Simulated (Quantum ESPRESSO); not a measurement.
**NMR parameters of BP (changed cell)**

```
BP
1.0
    0.00000     2.28873     2.25474
    2.25474     0.00000     2.25474
    2.25474     2.28873     0.00000
B P
1 1
Direct
  0.00000   0.00000   0.00000
  0.25000   0.25000   0.25000
```
The cell was made here from a computed Materials Project entry: strained by +1 % along the cube axis and by -0.5 % across it, atoms relaxed (PBE without dispersion, pw.x of a modified build of Quantum ESPRESSO, symmetry kept). The parent is BP in F-43m. Stability against distortions was not tested.

Shieldings are absolute and leave out the bulk-susceptibility term; a larger σ means a smaller chemical shift. By our sweeps, such settings leave a few ppm in absolute σ. No d partial waves on P: the paramagnetic term there is incompletely reconstructed. With so small a Kohn–Sham gap, σ hangs strongly on the functional and the mesh.

What do the calculations give at each independent site (shieldings by PBE GIPAW (Quantum ESPRESSO, JTH PAW datasets), 20 Ha, k-mesh 10×10×10 shifted, f-sum rule met within 0.01 %)?


```
site        site symmetry  σ_iso (ppm)
----------  -------------  -----------
B (atom 1)           -4m2          124
P (atom 2)           -4m2          433
```
